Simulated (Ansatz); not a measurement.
HfPt3:
```xyz
4
Lattice="3.9860 0.0000 0.0000 0.0000 3.9860 0.0000 0.0000 0.0000 3.9860" Properties=species:S:1:pos:R:3 pbc="T T T"
Hf     0.0000     0.0000     0.0000
Pt     1.9930     1.9930     0.0000
Pt     0.0000     1.9930     1.9930
Pt     1.9930     0.0000     1.9930
```

This is the PBEsol-relaxed structure.

Problem. All from DFT-PBEsol in the program Ansatz with PAW potentials, unless another level is named. Predict the highest zone-centre frequency.

Solution. 168 cm⁻¹.

Problem. What about the Debye temperature from the elastic constants?

Solution. 328 K.

Space group Pm-3m (Cu3Au type). The workflow started from a Materials Project entry (that database holds measured and hypothetical structures alike); the Crystallography Open Database copy checked does not list it. COD files the formula under space group No. 194. Whether it is the stable phase at ambient conditions was not checked. The cell was relaxed with PBEsol under the symmetry of its start; its stability against distortions is not shown here. The run is not spin-polarised. As this level gives no gap, shear constants depend on the k-mesh and smearing (Fermi–Dirac, 0.1 eV here). As this level gives no gap, phonon frequencies hold no LO–TO term and depend on the k-mesh and smearing (Fermi–Dirac, 0.1 eV here). Scalar-relativistic: spin–orbit coupling is off unless named, which matters more the heavier the elements.

Potentials: the later of the program's two PAW sets.
